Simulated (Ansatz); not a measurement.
ZrTa:
```
CELL_PARAMETERS angstrom
      1.47644    -5.71926     0.00000
      1.47644     5.71926     0.00000
      0.00000     0.00000     4.89281
ATOMIC_POSITIONS crystal
  Zr 0.67863 0.32137 0.25000
  Ta 0.93524 0.06476 0.25000
  Zr 0.32137 0.67863 0.75000
  Ta 0.06476 0.93524 0.75000
```

Relaxed with r²SCAN.

Give the Bader charges and basin volumes of the independent atoms, plane-wave PAW r²SCAN (Ansatz code).



| atom | Bader charge (e) | Bader volume (Å³) |
|---|---|---|
| Zr1 | +0.91 | 16.7 |
| Ta2 | -0.91 | 24.6 |

Space group Cmcm. The start of the workflow was typed in or built on a structure type; neither database checked (COD, Materials Project) lists it. Its standing as an ambient phase is unchecked. Symmetry was held in the r²SCAN relaxation; its stability against distortions is not shown here. No spin polarisation was allowed. Its formation energy is positive at this level, so the cell may be metastable or incomplete. Scalar-relativistic: spin–orbit coupling is off unless named, which matters more the heavier the elements.

Potentials: the later of the program's two PAW sets.
